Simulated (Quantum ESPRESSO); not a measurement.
pw.x input (Quantum ESPRESSO 7.5; PBEsol, PseudoDojo standard norm-conserving files, scalar-relativistic):

```
&CONTROL
  calculation = 'scf'
  pseudo_dir = './pseudo'
  outdir = './out'
  tprnfor = .true.
  tstress = .true.
/
&SYSTEM
  ibrav = 0
  nat = 10
  ntyp = 2
  ecutwfc = 84.0
  ecutrho = 336.0
  occupations = 'smearing'
  smearing = 'fd'
  degauss = 0.002
  nbnd = 28
/
&ELECTRONS
  conv_thr = 1e-09
/
ATOMIC_SPECIES
O 15.9990 O.upf
Al 26.9815 Al.upf
CELL_PARAMETERS angstrom
  2.402514990000   1.387092676000   4.372083000000
 -2.402514990000   1.387092676000   4.372083000000
  0.000000000000  -2.774185352000   4.372083000000
ATOMIC_POSITIONS crystal
O   0.943860000000   0.556140000000   0.250000000000
O   0.056140000000   0.443860000000   0.750000000000
O   0.250000000000   0.943860000000   0.556140000000
O   0.750000000000   0.056140000000   0.443860000000
O   0.556140000000   0.250000000000   0.943860000000
O   0.443860000000   0.750000000000   0.056140000000
Al   0.147900000000   0.147900000000   0.147900000000
Al   0.852100000000   0.852100000000   0.852100000000
Al   0.352100000000   0.352100000000   0.352100000000
Al   0.647900000000   0.647900000000   0.647900000000
K_POINTS automatic
8 8 8 0 0 0
```

End of the output:

```

[...]
     the Fermi energy is    11.1297 ev
!    total energy              =    -217.68711052 Ry
     estimated scf accuracy    <          4.6E-10 Ry
     smearing contrib. (-TS)   =       0.00000000 Ry
     internal energy E=F+TS    =    -217.68711052 Ry
     The total energy is F=E-TS. E is the sum of the following terms:
     one-electron contribution =     -37.09371534 Ry
     hartree contribution      =      53.39439316 Ry
     xc contribution           =     -59.42623141 Ry
     ewald contribution        =    -174.56155693 Ry
     convergence has been achieved in  11 iterations
     Forces acting on atoms (cartesian axes, Ry/au):
     atom    1 type  1   force =     0.00285131   -0.00000000   -0.00000000
     atom    2 type  1   force =    -0.00285131   -0.00000000   -0.00000000
     atom    3 type  1   force =    -0.00142566    0.00246931    0.00000000
     atom    4 type  1   force =     0.00142566   -0.00246931    0.00000000
     atom    5 type  1   force =    -0.00142566   -0.00246931    0.00000000
     atom    6 type  1   force =     0.00142566    0.00246931    0.00000000
     atom    7 type  2   force =     0.00000000   -0.00000000    0.00129794
     atom    8 type  2   force =     0.00000000    0.00000000   -0.00129794
     atom    9 type  2   force =     0.00000000    0.00000000   -0.00129794
     atom   10 type  2   force =    -0.00000000    0.00000000    0.00129794
     Total force =     0.007451     Total SCF correction =     0.000002
     Computing stress (Cartesian axis) and pressure
          total   stress  (Ry/bohr**3)                   (kbar)     P=      -57.43
  -0.00038662   0.00000000   0.00000000          -56.87        0.00        0.00
   0.00000000  -0.00038662   0.00000000            0.00      -56.87        0.00
   0.00000000   0.00000000  -0.00039801            0.00        0.00      -58.55
```
In a gapped system the printed Fermi energy is only some level inside the gap.

Geometry of the Materials Project entry, not relaxed at this level.
